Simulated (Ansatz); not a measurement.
The end of the path is a generated cell of MoRu: the first start was made by placing the elements on the sites of a structure type, and the end was not matched to a known phase here, so it may be hypothetical.

A geometry of MoRu away from equilibrium: the start of the relaxation of a generated cell, MoRu built in the AFLOW prototype AB_oI4_44_a_b (as in GaAs). Level of theory: PBEsol (plane waves to 420 eV, PAW, scalar-relativistic; Ansatz, an electronic-structure program). Γ-centred k-mesh 14×14×14 on the run's cell (coarser than for final values), Fermi–Dirac smearing 0.05 eV.

```xyz
2
Lattice="-2.3387 2.4022 1.2866 2.3387 -2.4022 1.2866 2.3387 2.4022 -1.2866" Properties=species:S:1:pos:R:3 pbc="T T T"
Mo     0.0000     0.0000     0.0000
Ru     0.0000     2.4022     0.1930
```

Task: Which atoms carry the largest force, and which way does it point?

Result: 0.23 eV/Å, on Mo1, Ru2 (atoms numbered as listed); on Mo1 its components are (0.00, 0.00, 0.23).

Task: What is the pressure?

Result: +17.4 GPa, compression positive.

Task: How far above the relaxed end point is this geometry?

Result: 0.11 eV/atom; the path ends in Immm (No. 71).

No spin polarisation in the result.

The run could not lose the symmetry of its start, so the end can be a saddle point.
